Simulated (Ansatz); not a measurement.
# What DFT gives for W

```
CELL_PARAMETERS angstrom
-1.58024 1.58024 1.58024
1.58024 -1.58024 1.58024
1.58024 1.58024 -1.58024
ATOMIC_POSITIONS crystal
W 0.00000 0.00000 0.00000
```

The numbers come from plane-wave PAW DFT (Ansatz): r2SCAN, no spin polarisation, 500 eV, 11×11×11 Γ-centred k points, gaussian occupations (width 0.0142 eV). Nothing was relaxed.

(1) Is the cell too large or too small?

(2) Describe some of the short contacts.

(3) What happens at the Fermi level?

Origin: a database entry at a rescaled volume.

Answers

(1) The pressure is 3.1 GPa (compression positive), so with the atoms held at these fractions the cell would first expand.

(2) W–W at 2.74 Å: least valence density 0.41 e/Å³ and ELF 0.37 there. These are pseudo-fields; inside the PAW spheres they differ from the all-electron ones.

(3) It is a metal, with about 0.35 states/eV a cell as the mean within 0.25 eV of the Fermi level, mostly W d (87 %).
